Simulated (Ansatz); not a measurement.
Starting cell, Cu (fcc, Cu type):

```
Cu
1.0
    0.00000     3.57675     3.57675
    1.78838     0.00000     1.78838
    1.78838     1.78838     0.00000
Cu
2
Direct
  0.00000   0.00000   0.00000
  0.50000   0.00000   0.00000
```

The atoms are displaced by Q × the pattern below (from a DFPT mode at L = (0.5, 0.0, 0.0), largest move 1; Q in Å), at fixed cell. (q is in reciprocal vectors of the primitive cell; the cell shown is doubled to hold the pattern.)

| atom | x | y | z |
|---|---|---|---|
| Cu1 | -0.577 | 0.577 | 0.577 |
| Cu2 | 0.577 | -0.577 | -0.577 |

Computed with r2SCAN (plane waves to 500 eV, PAW, scalar-relativistic; Ansatz, a quantum-chemistry and plane-wave program). k mesh 11×22×22 (Γ-centred), Fermi-Dirac smearing 0.05 eV. E stands for the smeared free energy. With partly filled bands, energies and forces of such displacements shift with the k mesh and the smearing. Cu is run without spin polarisation. Cu was relaxed with its symmetry unable to fall. ΔE is measured from the undisplaced structure. The last digit holds for this mesh only.

```tsv
Q (Å)	ΔE (meV/cell)
-0.2800	1564.4
-0.2333	1015.1
-0.1867	withheld
-0.1400	327.1
-0.0933	139.8
-0.0467	34.1
0.0000	0.0
0.0467	34.1
0.0933	139.8
0.1400	327.1
0.1867	withheld
0.2333	1015.1
0.2800	1564.4
```

Problem. Fit an even polynomial form (powers 2, 4, 6) to the given rows and predict ΔE at Q = 0.1867.

Solution. Least squares on the 11 given rows: ΔE = (15550)·Q² + (58760)·Q⁴ + (-32800)·Q⁶, in meV/cell with Q in Å; root-mean-square residual 0.06 meV/cell. At 0.1867 the fit gives 612.0 meV/cell; the calculation gives 611.7 meV/cell, so the interpolation is off by 0.3 (+0.0 %). The quadratic term alone would give 542.0 meV/cell.

(For displaced atoms, the force is minus the slope of the energy, and its curvature is a force constant, which sets phonon frequencies.)
